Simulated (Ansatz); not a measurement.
Given:

Zr₄Al₃:
```xyz
7
Lattice="5.3979 0.0000 0.0000 -2.6989 4.6747 0.0000 0.0000 0.0000 5.3327" Properties=species:S:1:pos:R:3 pbc="T T T"
Zr     0.0000     0.0000     1.3883
Zr     0.0000     0.0000     3.9444
Zr     0.0000     3.1165     2.6663
Zr     2.6989     1.5582     2.6663
Al    -1.3495     2.3374     0.0000
Al     2.6989     0.0000     0.0000
Al     1.3495     2.3374     0.0000
```

This is the PBEsol-relaxed structure. Cartesian axes are those of the cell as given.

Task: All from DFT-PBEsol in the program Ansatz with PAW potentials, unless another level is named. Give the Young's modulus.

Result: 198 GPa.

Task: Give the elastic constants (relaxed ions, GPa).

Result: C11 = 230, C12 = 44.9, C13 = 63.0, C33 = 222, C44 = 74.9.

Space group P6/mmm. The first step of the workflow began from a Materials Project structure, measured or hypothetical; the Crystallography Open Database copy checked does not list it. Its standing as an ambient phase is unchecked. The PBEsol relaxation kept the symmetry of its start; of distortions, only those at the zone centre were tested. No spin polarisation was allowed. As this level gives no gap, shear constants depend on the k-mesh and smearing (Fermi–Dirac, 0.1 eV here).

Potentials: the later of the program's two PAW sets.
